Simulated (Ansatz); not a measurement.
The cell below belongs to a search over invented structures; it isn't taken from experiment.

Input and command of a plane-wave DFT calculation in Ansatz:

```yaml
crystal:
  lattice:
    - [5.29119126, 0.0, 0.0]
    - [-2.64559563, 4.58230604, 0.0]
    - [0.0, 0.0, 9.39065879]
  atoms:
    - { symbol: Yb, position: [0.0, 0.0, 0.25], spin: 1.0 }
    - { symbol: Yb, position: [0.0, 0.0, 0.75], spin: 1.0 }
    - { symbol: Yb, position: [0.33333333, 0.66666667, 0.583], spin: 1.0 }
    - { symbol: Yb, position: [0.66666667, 0.33333333, 0.083], spin: 1.0 }
    - { symbol: Yb, position: [0.33333333, 0.66666667, 0.917], spin: 1.0 }
    - { symbol: Yb, position: [0.66666667, 0.33333333, 0.417], spin: 1.0 }
    - { symbol: S, position: [0.33333333, 0.66666667, 0.25] }
    - { symbol: S, position: [0.66666667, 0.33333333, 0.75] }
basis:
  ecutwfc: 420
kpoints:
  mp_grid: { grid: [4, 4, 2] }
hamiltonian:
  xc: pbe
scf:
  occupations: { method: gaussian, width: 0.2 }
  lower_state_search: "off"
output:
  forces: true
  stress: true
  eigenvalues: true
  populations: true
magnetization:
  spin_polarized: true
relax:
  adjacent_minimum: "off"
  f_tol: 0.08
  max_steps: 16
  cell: { stress_tol: 0.8 }
```

```bash
ansatz run input.yaml --threads 1 --pin off --max-ram 2560MiB --backend cpu --events-out ev --progress --plain --runs-dir out
```

Processor: Intel(R) Xeon(R) Platinum 8375C CPU @ 2.90GHz (Ice Lake), 1 thread, on a host shared with other jobs.

Task: How long does it run, and how much memory does it take?

Result: About 4.5 min, peak memory 0.78 GiB. It solves 98 bands at 8 k points (after reduction by symmetry) with about 4597 plane waves (on the last cell), in 114 SCF iterations over 6 ionic steps.
